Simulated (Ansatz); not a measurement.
Theory: Ansatz, DFT PBE, scalar-relativistic, plane waves, PAW. All cells share a 420 eV cutoff and Γ-centred k meshes spaced at most about 0.3 Å⁻¹ (about 0.25 or finer for metals, 2π included). No spin polarisation in the final relaxations.

These are static total energies at zero pressure.

Compare these two cells of Hf2TaN3, each relaxed at this level.

A.

```yaml
crystal:
  lattice:
    - [4.63091, 0.00000, 0.00000]
    - [-2.31546, 4.01049, 0.00000]
    - [0.00000, 0.00000, 4.19148]
  atoms:
    - { symbol: Hf, position: [0.33333, 0.66667, 0.50000] }
    - { symbol: Hf, position: [0.66667, 0.33333, 0.50000] }
    - { symbol: Ta, position: [0.00000, 0.00000, 0.00000] }
    - { symbol: N, position: [0.33333, 0.66667, 0.00000] }
    - { symbol: N, position: [0.66667, 0.33333, 0.00000] }
    - { symbol: N, position: [0.00000, 0.00000, 0.50000] }
```

B.

```yaml
crystal:
  lattice:
    - [3.09406, 0.00000, 0.00000]
    - [0.00000, 3.09406, 0.00000]
    - [0.00000, 0.00000, 8.01505]
  atoms:
    - { symbol: Hf, position: [0.00000, 0.00000, 0.92455] }
    - { symbol: Hf, position: [0.50000, 0.50000, 0.60807] }
    - { symbol: Ta, position: [0.50000, 0.50000, 0.21491] }
    - { symbol: N, position: [0.00000, 0.00000, 0.63760] }
    - { symbol: N, position: [0.00000, 0.00000, 0.21375] }
    - { symbol: N, position: [0.50000, 0.50000, 0.90112] }
```

Problem. Which form is favoured at zero pressure, and by what margin per atom?

Solution. B is lower, by 1.30 eV/atom. A has space group P6/mmm (No. 191), 13.0 Å³/atom and no gap on its mesh; B has space group P4mm (No. 99), 12.8 Å³/atom and no gap. Counting N atoms around Hf and Ta (those within 1.25 times the shortest such distance or 1.15 times the sum of covalent radii, 1.27 where that leaves under three; a plus sign parts nearer from farther groups; a slash parts the counts of unlike sites), A has Hf 2+3, Ta 2+6 and B has Hf 5/6, Ta 4+1. In A, around Hf lie 2 N at 2.10 Å, 3 Hf at 2.67 Å, 3 N at 2.67 Å, 6 N at 3.40 Å and 6 Ta at 3.40 Å; Ta is surrounded by 2 N at 2.10 Å, 6 N at 2.67 Å and 12 Hf at 3.40 Å; N on a site of symmetry -6m2 is surrounded by 2 Hf at 2.10 Å; 1 more site not described. In B, around Hf on its first site lie 6 N at 2.20–2.32 Å, 4 Hf at 3.09 Å and 4 Ta at 3.19 Å; Ta is surrounded by 4 N at 2.19 Å, 1 N at 2.52 Å, 4 Ta at 3.09 Å and 5 Hf at 3.15–3.19 Å; around N on its first site lie 5 Hf at 2.20–2.30 Å; 3 more sites not described. Both come from invented guesses.

These runs have no spin–orbit coupling, which can matter for Hf and Ta. Cells relaxed within their symmetry can be saddle points.
